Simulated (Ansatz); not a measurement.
ZnS (wurtzite)

```
CELL_PARAMETERS angstrom
      3.80610     0.00000     0.00000
     -1.90305     3.29618     0.00000
      0.00000     0.00000     6.24474
ATOMIC_POSITIONS crystal
  Zn 0.66667 0.33333 0.99975
  Zn 0.33333 0.66667 0.49975
  S  0.66667 0.33333 0.62545
  S  0.33333 0.66667 0.12545
```

The slice is a (1 -1 0 0) plane (indices of the conventional cell) through the point (0.667, 0.333, 1.000) (fractional), spanned by u = [110] and v = [001] in vectors of this cell: u (3.81 Å) and v (6.24 Å, at 90° to u). It covers one period; positions are fractions (u, v).

The numbers are results of r2SCAN (plane waves to 500 eV, PAW, scalar-relativistic; Ansatz, an electronic-structure program), not measurements. k mesh 10×10×6. These are valence fields of a PAW run, semicore shells included where kept as valence: close to a nucleus they are smooth pseudo fields. ZnS was relaxed with its symmetry unable to fall.

Three fields on this plane, each scaled to ten steps between its own extremes (0 low, 9 high; the total valence density on a logarithmic scale, the potential cut 8 eV below its top; x marks points blanked near nuclei; v = 0 in the bottom row):

Map A
```
|xxxxx36888863xxxx|
|xxxx0478998740xxx|
|xxxx3689999863xxx|
|xxx357899998753xx|
|11357899999987531|
|x0257899999987520|
|xxx058999999850xx|
|xxxx2689999862xxx|
|xxxxx57888875xxxx|
|xxxxx36777763xxxx|
|xxxxx36666663xxxx|
|xxxxx45544554xxxx|
|xxxx1444334441xxx|
|xxx145433334541xx|
|01356654334566531|
|66788765445678876|
|89998876556788999|
|99999887777889999|
|99999988888899999|
|99999998888999999|
|88899988888899988|
|66788887667888876|
|33467775555777643|
|xxx356643346653xx|
|xxxx3554334553xxx|
|xxxx0455555540xxx|
|xxxxx35666653xxxx|
|xxxxx36777763xxxx|
```

Map B
```
|xxxxx65444456xxxx|
|xxxx7543333457xxx|
|xxxx6422112246xxx|
|xxx653210012356xx|
|98865320000235688|
|x9976421001246799|
|xxx975321123579xx|
|xxxx8643223468xxx|
|xxxxx75433457xxxx|
|xxxxx86444468xxxx|
|xxxxx86544568xxxx|
|xxxxx86555568xxxx|
|xxxx9766666679xxx|
|xxx986666666689xx|
|88876555555556788|
|66654444444444566|
|44333333443333334|
|22112223333222112|
|00011223333221100|
|00012234444322100|
|11122345555432211|
|33334456666544333|
|55555567777655555|
|xxx666778877666xx|
|xxxx7777887777xxx|
|xxxx8777777778xxx|
|xxxxx77777777xxxx|
|xxxxx76666667xxxx|
```

Map C
```
|xxxxx64211246xxxx|
|xxxx9743223479xxx|
|xxxx8643223468xxx|
|xxx664332233466xx|
|11233322222233321|
|x0122211111122210|
|xxx421111111124xx|
|xxxx5200000025xxx|
|xxxxx20000002xxxx|
|xxxxx10011001xxxx|
|xxxxx10122101xxxx|
|xxxxx01233210xxxx|
|xxxx0124554210xxx|
|xxx112467764211xx|
|43212357887532123|
|11112467887642111|
|11112457777542111|
|00112345665432110|
|00111233443321110|
|11001122332211001|
|11100112332110011|
|22100012332100012|
|33210013443100123|
|xxx210123321012xx|
|xxxx2001221002xxx|
|xxxx4100000014xxx|
|xxxxx31000013xxxx|
|xxxxx52100125xxxx|
```

Q: Assign the maps to these fields: density of the lowest conduction band (whole band as if filled, smooth part); valence electron density; electrostatic potential energy of an electron, from the cell's mean.

A: A is the electrostatic potential energy of an electron, from the cell's mean; B is the valence electron density; C is the density of the lowest conduction band (whole band as if filled, smooth part).
